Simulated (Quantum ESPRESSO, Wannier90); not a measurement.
**HgSe (zinc blende), plane waves to Wannier functions**

```
begin unit_cell_cart
ang
    0.0000000000    3.0963250000    3.0963250000
    3.0963250000    0.0000000000    3.0963250000
    3.0963250000    3.0963250000    0.0000000000
end unit_cell_cart
begin atoms_frac
Hg   0.0000000000  0.0000000000  0.0000000000
Se   0.2500000000  0.2500000000  0.2500000000
end atoms_frac
```

Structure: Materials Project mp-820, symmetrised, not relaxed again. COD (Crystallography Open Database) has an entry of this formula and space group (matched by these alone). Method: PBE plane waves in Quantum ESPRESSO 7.5 (PseudoDojo norm-conserving files, 69 Ry, no spin polarisation, no spin-orbit coupling), Bloch states on a 8×8×8 mesh through Γ, Wannier90 4.0.1. Density: 8×8×8 mesh, Gaussian smearing 0.01 Ry. Spin-orbit coupling is left out although heavy elements are present.

A tight-binding model is made by disentanglement and projection with no localisation steps (num_iter = 0), so the 8 orbitals stay atom-like: hydrogen-like Hg: s;p; Se: s;p, axes along x, y, z; frozen window up to 1.50 eV relative to the Fermi level. It follows pw.x to 3.0 meV rms for states up to 1.0 eV relative to the Fermi level. Matrix elements depend on this choice of orbitals and windows. Bands 11–15 (Hg 5d 92 %, Se 4p 6 %) lie between the kept ones and are excluded.

Q: What are the on-site energies relative to the Fermi level, and how fast do the hoppings decay?

A: 
| atom | orbitals | energy (eV) |
|---|---|---|
| Hg1 | s | -1.49 |
| Hg1 | pz px py | 5.60 |
| Se2 | s | -11.53 |
| Se2 | pz px py | 0.20 |

```json
[
 {"distance of the centres (Å)": "2–3", "largest modulus (eV)": "1.2"},
 {"distance of the centres (Å)": "4–5", "largest modulus (eV)": "0.34"},
 {"distance of the centres (Å)": "5–6", "largest modulus (eV)": "0.044"},
 {"distance of the centres (Å)": "6–7", "largest modulus (eV)": "0.035"},
 {"distance of the centres (Å)": "7–8", "largest modulus (eV)": "0.015"},
 {"distance of the centres (Å)": "8–9", "largest modulus (eV)": "0.016"},
 {"distance of the centres (Å)": "9–10", "largest modulus (eV)": "0.0058"},
 {"distance of the centres (Å)": "10–11", "largest modulus (eV)": "0.0072"},
 {"distance of the centres (Å)": "11–12", "largest modulus (eV)": "0.0040"},
 {"distance of the centres (Å)": "12–13", "largest modulus (eV)": "0.0020"}
]
```
